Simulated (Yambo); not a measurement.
Yambo run on CdF2 (fluorite, space group Fm-3m, No. 225). The wavefunctions come from this Quantum ESPRESSO step (LDA, PseudoDojo standard norm-conserving files, scalar-relativistic):

```
&CONTROL
  calculation = 'nscf'
  pseudo_dir = './pseudo'
  outdir = './out'
/
&SYSTEM
  ibrav = 0
  nat = 3
  ntyp = 2
  ecutwfc = 102.0
  ecutrho = 408.0
  occupations = 'fixed'
  force_symmorphic = .true.
  nbnd = 100
/
&ELECTRONS
  conv_thr = 3.0000000000000004e-09
  diago_full_acc = .true.
  diago_thr_init = 1e-08
/
ATOMIC_SPECIES
F 18.9984 F.upf
Cd 112.4140 Cd.upf
CELL_PARAMETERS angstrom
  0.000000000000   2.700520000000   2.700520000000
  2.700520000000   0.000000000000   2.700520000000
  2.700520000000   2.700520000000   0.000000000000
ATOMIC_POSITIONS crystal
F   0.250000000000   0.250000000000   0.250000000000
F   0.750000000000   0.750000000000   0.750000000000
Cd   0.000000000000   0.000000000000   0.000000000000
K_POINTS automatic
4 4 4 0 0 0
```

Yambo input:

```
rim_cut
gw0
dyson
el_el_corr
HF_and_locXC
ppa
em1d
RandQpts= 1000000
RandGvec= 1 Ry
EXXRLvcs= 102 Ry
VXCRLvcs= 408 Ry
Chimod= "HARTREE"
% BndsRnXp
 5 | 98 |
%
NGsBlkXp= 10 Ry
% LongDrXp
 1.0 | 1.0 | 1.0 |
%
PPAPntXp= 27.2114 eV
% GbndRnge
 1 | 98 |
%
GTermKind= "BG"
DysSolver= "n"
ExtendOut
% QPkrange
 1 | 1 | 17 | 18 |
 3 | 3 | 17 | 18 |
 7 | 7 | 17 | 18 |
 8 | 8 | 17 | 18 |
%
```

k points by index: 1 = Γ, 3 = L, 7 = X, 8 = W.

The o-*.qp file then holds:

```
#    K-point    Band    Eo [eV]    E [eV]    E-Eo [eV]    Vxc [eV]    Vnlxc [eV]    Sc|Eo [eV]    Sc|E [eV]    dSc/dw|Eo [eV]    Re(Z)    Im(Z)
#
    1    17    -0.479888    -2.421832    -1.941944    -24.69707    -32.29162    5.178240    5.652605    -6.646514    0.803692    -0.001226
    1    18    2.795027    4.093219    1.298191    -13.13459    -8.218764    -3.416673    -3.617634    -4.212156    0.865955    -0.700439E-3
    3    17    -0.384499    -2.242372    -1.857873    -24.30289    -31.84660    5.219752    5.685832    -6.825916    0.799456    -0.001227
    3    18    6.887462    8.718304    1.830842    -17.33727    -11.69064    -3.478784    -3.815793    -5.008239    0.844553    -0.002286
    7    17    -0.089286    -1.790960    -1.701675    -23.90782    -31.38740    5.328781    5.777903    -7.181275    0.791195    -0.001256
    7    18    7.686909    9.694431    2.007522    -16.84867    -10.60582    -3.864310    -4.235321    -5.028343    0.844027    -0.002108
    8    17    0.000000    -1.695935    -1.695935    -24.02379    -31.50731    5.339771    5.787588    -7.184645    0.791118    -0.001243
    8    18    7.755968    9.779384    2.023416    -17.24067    -11.01185    -3.824640    -4.205397    -5.119554    0.841641    -0.002970
```
(The two width columns are left out.) Convergence of these settings isn't established.

Spin-orbit coupling is not included.

Geometry of the Materials Project entry, not relaxed at this level.
